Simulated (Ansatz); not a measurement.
## Optical constants of SiC2N4

All numbers below come from DFT PBEsol, scalar-relativistic, plane waves, PAW in Ansatz. Cutoff 420 eV, 4×4×4 k-points (Γ-centred), Gaussian smearing of 0.01 eV. No spin polarisation.

Relaxed structure:
```xyz
14
Lattice="6.6683 0.0000 0.0000 0.0000 6.6683 0.0000 0.0000 0.0000 6.6683" Properties=species:S:1:pos:R:3 pbc="T T T"
Si    0.0000    0.0000    0.0000
Si    3.3342    3.3342    3.3342
C     5.0013    5.0013    5.0013
C     5.0013    1.6671    1.6671
C     1.6671    1.6671    5.0013
C     1.6671    5.0013    1.6671
N     5.6980    5.6980    5.6980
N     4.3045    2.3638    2.3638
N     0.9704    0.9704    5.6980
N     2.3638    4.3045    2.3638
N     5.6980    0.9704    0.9704
N     4.3045    4.3045    4.3045
N     0.9704    5.6980    0.9704
N     2.3638    2.3638    4.3045
```

Independent-particle response (no local fields, no excitons) on a 6×6×6 mesh, broadened by 0.1 eV. Light polarised along x. The bands above those solved add 0.09 to ε₁ at zero frequency; that share is added as a constant.

Problem. Tabulate n, κ, the reflectivity and the absorption coefficient against photon energy.

Solution.
```csv
E (eV),n,κ,R,α (10⁵ cm⁻¹)
0.2,1.73,0.00,0.07,0.00
0.5,1.73,0.00,0.07,0.00
0.8,1.73,0.00,0.07,0.00
1.1,1.74,0.00,0.07,0.00
1.4,1.75,0.00,0.08,0.00
1.7,1.77,0.00,0.08,0.00
2.0,1.79,0.00,0.08,0.00
2.3,1.82,0.00,0.08,0.00
2.6,1.85,0.00,0.09,0.00
2.9,1.89,0.00,0.10,0.00
3.2,1.95,0.00,0.10,0.00
3.5,2.02,0.00,0.11,0.00
3.8,2.14,0.00,0.13,0.00
4.1,2.34,0.00,0.16,0.00
4.4,2.80,0.27,0.23,1.19
4.7,2.96,0.87,0.28,4.13
5.0,2.21,1.99,0.38,10.09
5.3,1.64,1.09,0.19,5.83
5.6,1.64,1.20,0.22,6.79
5.9,1.55,1.43,0.27,8.56
6.2,1.23,1.17,0.22,7.34
6.5,1.04,1.07,0.22,7.04
6.8,1.02,1.03,0.21,7.11
7.1,0.98,1.01,0.21,7.29
7.4,0.76,0.95,0.24,7.14
7.7,0.58,0.58,0.18,4.52
8.0,0.78,0.41,0.07,3.35
8.3,0.77,0.37,0.06,3.11
8.6,0.88,0.22,0.02,1.94
8.9,0.99,0.20,0.01,1.79
9.2,1.07,0.16,0.01,1.50
9.5,1.15,0.21,0.01,2.04
9.8,1.17,0.25,0.02,2.52
10.1,1.17,0.26,0.02,2.63
10.4,1.19,0.25,0.02,2.58
10.7,1.24,0.26,0.02,2.77
11.0,1.23,0.30,0.03,3.39
11.3,1.22,0.25,0.02,2.88
11.6,1.33,0.27,0.03,3.14
11.9,1.30,0.38,0.04,4.53
```

Problem. Where is the highest local maximum of ε₂ between 0.3 and 12 eV?

Solution. At 4.9 eV, where ε₂ = 9.6.

Problem. How do the static value and the gaps compare?

Solution. ε₁(0) = 2.98; on the self-consistent k mesh the Kohn–Sham gap is 4.23 eV and the least direct gap 4.24 eV.

Cost: 1 run of about 7.2 core-minutes, on Arm Neoverse N1 (shared hosts).